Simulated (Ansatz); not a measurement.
Ta (Fm-3m), trigonal deformation path

The calculation used DFT r2SCAN, scalar-relativistic, plane waves, PAW in Ansatz 0.2.0. Settings: plane waves to 500 eV, k-mesh 22×22×22 (Γ-centred), Gaussian smearing 0.15 eV. Spin–orbit coupling is left out, which can shift energies with elements as heavy as these. No spin polarisation. Energies are free energies at this smearing, counted from the undisturbed cell; pressure is positive in compression.

Zero of the scan (as given, not relaxed at this level; it stands at -1.7 GPa; this fcc form isn't the usual structure):

```yaml
crystal:
  lattice:
    - [0.00000, 2.11000, 2.11000]
    - [2.11000, 0.00000, 2.11000]
    - [2.11000, 2.11000, 0.00000]
  atoms:
    - { symbol: Ta, position: [0.00000, 0.00000, 0.00000] }
```

At fixed volume and fractional coordinates, lengths along (0.577, 0.577, 0.577) are scaled against those across it; ρ is that ratio over its starting value. The cell is metallic on the mesh throughout. At ρ = 0.500 the cell becomes cubic (Pm-3m), and there the slope of the energy vanishes by symmetry.

```json
{"ρ": "0.500", "ΔE (meV/atom)": "1009.4"}
{"ρ": "0.600", "ΔE (meV/atom)": "741.2"}
{"ρ": "0.710", "ΔE (meV/atom)": "325.2"}
{"ρ": "0.850", "ΔE (meV/atom)": "90.8"}
{"ρ": "0.930", "ΔE (meV/atom)": "30.6"}
{"ρ": "1.000", "ΔE (meV/atom)": "0.0"}
{"ρ": "1.080", "ΔE (meV/atom)": "25.0"}
{"ρ": "1.200", "ΔE (meV/atom)": "138.4"}
{"ρ": "1.410", "ΔE (meV/atom)": "686.7"}
{"ρ": "1.700", "ΔE (meV/atom)": "1918.2"}
{"ρ": "2.000", "ΔE (meV/atom)": "3560.5"}
```